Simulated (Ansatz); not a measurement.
## V (Im-3m), trigonal deformation path

Level of theory: DFT PBEsol, scalar-relativistic, plane waves, PAW in Ansatz 0.2.0. Cutoff 420 eV, Γ-centred 24×24×24 k-points, Gaussian smearing of 0.15 eV. No spin polarisation. Energies are free energies at this smearing, counted from the undisturbed cell; pressure is positive in compression.

Reference structure (as given, not relaxed at this level; it stands at -11.7 GPa):

```
CELL_PARAMETERS angstrom
-1.51300 1.51300 1.51300
1.51300 -1.51300 1.51300
1.51300 1.51300 -1.51300
ATOMIC_POSITIONS crystal
V 0.00000 0.00000 0.00000
```

At fixed volume and fractional coordinates, lengths along (0.577, 0.577, 0.577) are scaled against those across it; ρ is that ratio over its starting value. The cell is metallic on the mesh throughout. At ρ = 2.000 the cell becomes cubic (Pm-3m), and there the slope of the energy vanishes by symmetry. At -12 GPa the given cell is far from its own equilibrium, so these figures belong to a strongly strained crystal.

```
    ρ  ΔE (meV/atom)
0.500         3126.6
0.600          999.8
0.710          229.9
0.850           12.2
1.000            0.0
1.200           51.8
1.410          268.1
1.700          664.9
2.000          850.3
```

Q: Predict the pressure (GPa) at each point.

A:
```csv
ρ,pressure (GPa)
0.500,74.6
0.600,18.4
0.710,-4.3
0.850,-11.2
1.000,-11.7
1.200,-10.9
1.410,-6.9
1.700,-0.7
2.000,2.0
```